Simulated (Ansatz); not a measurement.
Given:

VSi2:
Space group P6₄22 (No. 181); a = 4.5299 Å, b = 4.5299 Å, c = 6.3256 Å, α = 90.00°, β = 90.00°, γ = 120.00°

| atom | site | symmetry | x | y | z |
|---|---|---|---|---|---|
| V | 3c | 222 | 0.5000 | 0.0000 | 0.0000 |
| Si | 6i | ..2 | 0.1625 | 0.3250 | 0.0000 |

This is the r²SCAN-relaxed structure.

### Question
All from r²SCAN in the plane-wave PAW code Ansatz, unless another level is named. Give the electronic character.

### Answer
metallic (no gap).

### Question
And the formation energy from the elements (no fitted shifts)?

### Answer
-45 kJ/mol-atom.

### Question
And the density of states at the Fermi level?

### Answer
0.67 states/eV per atom (mean over ±0.08 eV).

Space group P6_422. The workflow started from a Materials Project entry (that database holds measured and hypothetical structures alike); the Crystallography Open Database files this formula in space group No. 181, but the cells were not matched. Its standing as an ambient phase is unchecked. The r²SCAN relaxation kept the symmetry of its start; whether a distortion lowers the energy is not shown. The workflow began spin-polarised and lost its moments. The references are the lowest solids computed at this level, not always the standard phases.

Potentials: the later of the program's two PAW sets.
